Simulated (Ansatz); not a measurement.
### Question
Al2Cu in space group I4/mcm (No. 140; Al on 8h, Cu on 4a) is relaxed with DFT-r²SCAN in the program Ansatz with PAW potentials. What lattice parameters of the conventional cell result?

### Answer
a = 5.997 Å, c = 4.804 Å.

### Question
Give the free coordinates with the occupied sites.

### Answer
In one choice of origin and axes:

```csv
atom,site,symmetry,x,y,z
Al,8h,m.2m,0.1594,0.3406,0.0000
Cu,4a,422,0.0000,0.0000,0.2500
```

Symmetry was held in the r²SCAN relaxation. The run is not spin-polarised. Axis ratios of metals converge slowly with the k-mesh, so a and c are less sure than the volume.

Potentials: the later of the program's two PAW sets.
